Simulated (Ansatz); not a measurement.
PbS:
```cif
data_PbS
_chemical_formula_sum 'Pb1 S1'
_space_group_name_H-M_alt 'P 1'
_space_group_IT_number 1
_cell_length_a 4.22445
_cell_length_b 4.22445
_cell_length_c 4.22445
_cell_angle_alpha 60.000
_cell_angle_beta 60.000
_cell_angle_gamma 60.000
loop_
_space_group_symop_operation_xyz
  'x, y, z'
loop_
_atom_site_label
_atom_site_type_symbol
_atom_site_fract_x
_atom_site_fract_y
_atom_site_fract_z
_atom_site_occupancy
Pb1 Pb 0.00000 0.00000 0.00000 1
S1 S 0.50000 0.50000 0.50000 1
```

Relaxed with r²SCAN.

Question: Tabulate the valence density and the electron localisation function along the shortest Pb–S contact (2.99 Å), the program Ansatz at the r²SCAN level (PAW).

Answer: 

```
distance from Pb (Å)  density (e/Å³)   ELF
--------------------  --------------  ----
0.30                            7.46  0.01
0.45                            5.25  0.07
0.60                            3.35  0.24
0.75                            1.92  0.39
0.90                            1.02  0.43
1.05                            0.55  0.37
1.19                            0.33  0.27
1.34                            0.24  0.21
1.49                            0.21  0.25
1.64                            0.25  0.43
1.79                            0.33  0.67
1.94                            0.48  0.81
2.09                            0.71  0.86
2.24                            0.97  0.86
2.39                            1.13  0.78
2.54                            1.02  0.54
2.69                            0.62  0.16
```

The density is the valence pseudo-density with augmentation charge, so density and ELF within about 1 Å of a nucleus are not all-electron values.

Space group Fm-3m (rock salt). The cell was relaxed with r²SCAN under the symmetry of its start. Scalar-relativistic: spin–orbit coupling is off unless named, which matters more the heavier the elements.

Potentials: the later of the program's two PAW sets.
